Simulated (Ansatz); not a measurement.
Problem. Mg (hcp (Mg type), P6_3/mmc) is relaxed with PBE (plane waves, PAW; program Ansatz). What lattice parameters of the conventional cell result?

Solution. a = 3.210 Å, c = 5.140 Å.

Symmetry was held in the PBE relaxation. Axis ratios of metals converge slowly with the k-mesh, so a and c are less sure than the volume.

Potentials: the earlier of the program's two PAW sets.
